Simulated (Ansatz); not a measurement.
Crystals of one structure type (wurtzite) and one family of elements, relaxed and computed with HSE06 in the plane-wave PAW code Ansatz.

```csv
crystal,V (Å³/atom),B₀ by P(V) fit (GPa)
AlN,10.37,212
GaN,11.37,?
BP,11.57,175
GaAs,22.94,71.9
```

Problem. Fit a straight line to ln B₀ against ln V and predict the withheld value.

Solution. Least squares on the 3 shown rows: ln B₀ = -1.34 × ln V + (8.470), with a scatter of 2 %. For GaN this gives 184. The run itself gave 198, outside the scatter: the line misses something about this case.

Not the usual ambient phase: BP, wurtzite; GaAs, wurtzite. All cells were relaxed under the symmetry of their starts (and spin orders); stability against distortions was not tested throughout. Spin–orbit coupling is left out wherever it is not named.

Potentials: the earlier of the program's two PAW sets.
